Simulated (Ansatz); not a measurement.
Consider the following.

C:
```
C
1.0
    1.77323     0.00000     0.00000
    0.00000     1.77323     0.00000
    0.00000     0.00000     1.77323
C
1
Direct
  0.00000   0.00000   0.00000
```

This is the r²SCAN+D4-relaxed structure.

Problem. All from r²SCAN+D4 in the plane-wave PAW code Ansatz, unless another level is named. Predict the electronic character.

Solution. metallic (no gap).

Problem. Give the density of states at the Fermi level.

Solution. 0.25 states/eV per atom (mean over ±0.08 eV).

Space group Pm-3m (simple cubic). The start of the workflow was typed in or built on a structure type; neither database checked (COD, Materials Project) lists it. It is not the phase usual at ambient conditions (space group No. 194, 227). The r²SCAN+D4 relaxation kept the symmetry of its start; its stability against distortions is not shown here. The volume moved by -25 % from the start of the relaxation.

Potentials: the earlier of the program's two PAW sets.
